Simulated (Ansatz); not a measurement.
Bands of KTaO3

```xyz
5
Lattice="3.9883 0.0000 0.0000 0.0000 3.9883 0.0000 0.0000 0.0000 3.9883" Properties=species:S:1:pos:R:3 pbc="T T T"
K     1.9942    1.9942    1.9942
Ta    0.0000    0.0000    0.0000
O     1.9942    0.0000    0.0000
O     0.0000    1.9942    0.0000
O     0.0000    0.0000    1.9942
```

Atoms are numbered in the order listed.

Conventional cell: a = 3.988 Å, b = 3.988 Å, c = 3.988 Å, α = 90.00°, β = 90.00°, γ = 90.00°. K (atom 1) has 12 O at 2.82 Å as nearest neighbours. Around Ta (atom 2) lie 6 O at 1.99 Å. Around O (atom 3) lie 2 Ta at 1.99 Å.

The geometry is COD entry 2102087, unchecked; take it as a test cell.

Spin–orbit coupling is left out, though it moves levels of the heavy atoms by tenths of an eV or more.

The calculation used DFT, LDA, all-electron LAPW, scalar-relativistic (Ansatz 0.2.0).

The runs use a Γ-centred 5×5×5 k mesh, Fermi–Dirac smearing of 0.01 eV, basis error target 0.5 meV/atom, no spin polarisation.

Points in fractions of the reciprocal vectors of this cell: Γ (0, 0, 0), X (0, 0.5, 0), M (0.5, 0.5, 0), R (0.5, 0.5, 0.5). The path joins them by straight lines in the order Γ–X–M–Γ–R–X–R–M; legs that retrace an earlier one aren't tabulated. Energies are in eV from the top of the valence band.

**Question.** Metal or insulator at this level of theory?

**Answer.** An insulator or semiconductor: gap 2.07 eV, indirect from R (0.5, 0.5, 0.5) to Γ.

**Question.** Tabulate bands 41 to 46, counted from the lowest band of the run, along the path.

**Answer.** 
| k (1/Å) | point | band 41 | band 42 | band 43 | band 44 | band 45 | band 46 |
| --- | --- | --- | --- | --- | --- | --- | --- |
| 0.00 | Γ | -0.61 | -0.61 | -0.61 | 2.07 | 2.07 | 2.07 |
| 0.11 |  | -0.78 | -0.64 | -0.64 | 2.08 | 2.25 | 2.25 |
| 0.23 |  | -1.16 | -0.70 | -0.70 | 2.10 | 2.70 | 2.70 |
| 0.34 |  | -1.26 | -0.75 | -0.75 | 2.14 | 3.29 | 3.29 |
| 0.45 |  | -1.37 | -0.79 | -0.79 | 2.17 | 3.91 | 3.91 |
| 0.56 |  | -1.47 | -0.81 | -0.81 | 2.21 | 4.45 | 4.45 |
| 0.68 |  | -1.53 | -0.83 | -0.83 | 2.23 | 4.84 | 4.84 |
| 0.79 | X | -1.55 | -0.84 | -0.84 | 2.24 | 4.98 | 4.98 |
| 0.90 |  | -1.42 | -0.97 | -0.92 | 2.41 | 4.98 | 5.01 |
| 1.01 |  | -1.21 | -1.12 | -1.08 | 2.84 | 4.98 | 5.13 |
| 1.13 |  | -1.36 | -1.33 | -0.71 | 3.40 | 4.99 | 5.34 |
| 1.24 |  | -1.48 | -1.42 | -0.40 | 4.00 | 5.00 | 5.63 |
| 1.35 |  | -1.51 | -1.44 | -0.20 | 4.52 | 5.01 | 5.95 |
| 1.46 |  | -1.46 | -1.44 | -0.08 | 4.89 | 5.01 | 6.20 |
| 1.58 | M | -1.44 | -1.44 | -0.04 | 5.02 | 5.02 | 6.30 |
| 1.73 |  | -1.48 | -1.43 | -0.11 | 4.87 | 4.90 | 6.10 |
| 1.89 |  | -1.51 | -1.41 | -0.30 | 4.46 | 4.55 | 5.56 |
| 2.05 |  | -1.36 | -1.36 | -0.55 | 3.89 | 4.03 | 4.80 |
| 2.21 |  | -1.26 | -1.15 | -0.78 | 3.25 | 3.41 | 3.97 |
| 2.37 |  | -1.10 | -0.91 | -0.90 | 2.67 | 2.79 | 3.13 |
| 2.53 |  | -0.85 | -0.75 | -0.69 | 2.24 | 2.28 | 2.41 |
| 2.69 | Γ | -0.61 | -0.61 | -0.61 | 2.07 | 2.07 | 2.07 |
| 2.88 |  | -0.98 | -0.77 | -0.77 | 2.37 | 2.43 | 2.43 |
| 3.08 |  | -0.96 | -0.96 | -0.88 | 3.06 | 3.20 | 3.20 |
| 3.27 |  | -0.93 | -0.93 | -0.68 | 3.93 | 4.07 | 4.07 |
| 3.47 |  | -0.70 | -0.70 | -0.44 | 4.80 | 4.93 | 4.93 |
| 3.66 |  | -0.39 | -0.39 | -0.22 | 5.57 | 5.69 | 5.69 |
| 3.86 |  | -0.11 | -0.11 | -0.06 | 6.17 | 6.24 | 6.24 |
| 4.05 | R | 0.00 | 0.00 | 0.00 | 6.45 | 6.45 | 6.45 |
| 4.21 |  | -0.09 | -0.07 | -0.03 | 6.22 | 6.30 | 6.35 |
| 4.37 |  | -0.34 | -0.25 | -0.13 | 5.67 | 5.98 | 6.10 |
| 4.53 |  | -0.66 | -0.52 | -0.32 | 4.94 | 5.63 | 5.76 |
| 4.69 |  | -0.94 | -0.85 | -0.60 | 4.11 | 5.33 | 5.42 |
| 4.85 |  | -1.27 | -1.07 | -0.96 | 3.27 | 5.12 | 5.17 |
| 5.01 |  | -1.34 | -1.15 | -0.95 | 2.56 | 5.01 | 5.02 |
| 5.17 | X | -1.55 | -0.84 | -0.84 | 2.24 | 4.98 | 4.98 |
| 6.28 | R | 0.00 | 0.00 | 0.00 | 6.45 | 6.45 | 6.45 |
| 6.39 |  | -0.05 | -0.05 | 0.00 | 6.33 | 6.33 | 6.44 |
| 6.51 |  | -0.19 | -0.19 | -0.01 | 6.06 | 6.06 | 6.42 |
| 6.62 |  | -0.42 | -0.42 | -0.02 | 5.73 | 5.73 | 6.39 |
| 6.73 |  | -0.71 | -0.71 | -0.03 | 5.43 | 5.43 | 6.36 |
| 6.84 |  | -1.03 | -1.03 | -0.03 | 5.20 | 5.20 | 6.33 |
| 6.96 |  | -1.31 | -1.31 | -0.04 | 5.06 | 5.06 | 6.31 |
| 7.07 | M | -1.44 | -1.44 | -0.04 | 5.02 | 5.02 | 6.30 |

Kohn–Sham gaps of semilocal functionals usually fall short of measured ones.
